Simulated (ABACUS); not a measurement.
One base run on InAs (F-43m, 2 atoms in the cell; from Materials Project mp-20305) and variants with one or two settings moved

```xyz
2
Lattice="0.0000 3.0536 3.0536 3.0536 0.0000 3.0536 3.0536 3.0536 0.0000" Properties=species:S:1:pos:R:3 pbc="T T T"
In     4.5803     4.5803     4.5803
As     0.0000     0.0000     0.0000
```

Base run A: PBE, numerical atomic orbitals DZP (confined pseudo-atomic orbitals; energy shift 0.003 Ry), PseudoDojo 0.5 standard norm-conserving PBE (tails mended) pseudopotentials in ABACUS 3.10.1, self-consistent single point.

Its settings: basis = DZP numerical atomic orbitals, energy shift 0.003 Ry; KPT = Gamma 8 8 8 0 0 0; basis_type = lcao; ecutwfc = 100 Ry; smearing_method = fd; smearing_sigma = 0.00734986 Ry; potentials = PseudoDojo 0.5 standard norm-conserving PBE (tails mended); symmetry = 1; symmetry_prec = 1e-05; ks_solver = genelpa; scf_nmax = 100; scf_thr = 1.0e-06; mixing_type = broyden; mixing_beta = 0.4.

The atom-centred basis is finite, which shifts total energies against plane waves. Forces and stress are left out: the polarisation orbitals used for some of these elements are too diffuse to give them reliably, and gaps can carry the same lack. The structure comes from a collection of computed structures, made at another level of theory; the collection holds predicted forms beside known ones.

ΔF is the free energy per atom less that of run A. 

```json
[
 {"run": "A", "change": "base", "ΔF (meV/atom)": "0.00", "k-points": "29"},
 {"run": "B", "change": "KPT: Gamma 8 8 8 0 0 0 → Gamma 8 8 8 0 0 0.5", "ΔF (meV/atom)": "-1.40", "k-points": "60"},
 {"run": "C", "change": "nbands: default → 18", "ΔF (meV/atom)": "0.00", "k-points": "29"},
 {"run": "D", "change": "scf_nmax: 100 → 200; mixing_ndim: default → 4", "ΔF (meV/atom)": "0.00", "k-points": "29"}
]
```

Run B against A: The free energy drops by 1.4 meV/atom.

Run D against A: The free energy is nearly the same (within 1 meV/atom).

The atomic orbitals were generated for these runs; they are not ABACUS's published sets and were checked against plane waves on a few crystals only.

“Tails mended”: in these copies of the files the far tail of each local potential was reset to the Coulomb form.
